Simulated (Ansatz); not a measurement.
Here is the system:

AlGa₃N₄:
```
CELL_PARAMETERS angstrom
      4.42702     0.00000     0.00000
      0.00000     4.42702     0.00000
      0.00000     0.00000     4.42702
ATOMIC_POSITIONS crystal
  Al 0.00000 0.00000 0.00000
  Ga 0.50000 0.50000 0.00000
  Ga 0.00000 0.50000 0.50000
  Ga 0.50000 0.00000 0.50000
  N  0.75481 0.75481 0.24519
  N  0.75481 0.24519 0.75481
  N  0.24519 0.24519 0.24519
  N  0.24519 0.75481 0.75481
```

This is the LDA-relaxed structure. x, y and z are the axes in which the lattice vectors are written.

Q: All from DFT-LDA in the program Ansatz with PAW potentials, unless another level is named. Estimate the vibrational entropy at 300 K.

A: 14.6 J/(K·mol of atoms).

Q: Next, the Debye temperature from the elastic constants?

A: 676 K.

Q: What about the elastic constants (relaxed ions, GPa)?

A: C11 = 292, C12 = 161, C44 = 166.

Q: And the piezoelectric stress constants (proper, relaxed ions, C/m²)?

A: e14 = e25 = e36 = 0.47.

Space group P-43m. The workflow started from a Materials Project entry (that database holds measured and hypothetical structures alike); the Crystallography Open Database copy checked does not list it. With Al and Ga taken as one species the cell has the higher symmetry F-43m, so it may be an ordered model of a mixed-site phase. Whether it is the stable phase at ambient conditions was not checked. The cell was relaxed with LDA under the symmetry of its start; phonons on a q-mesh show no instability.

Potentials: the later of the program's two PAW sets.
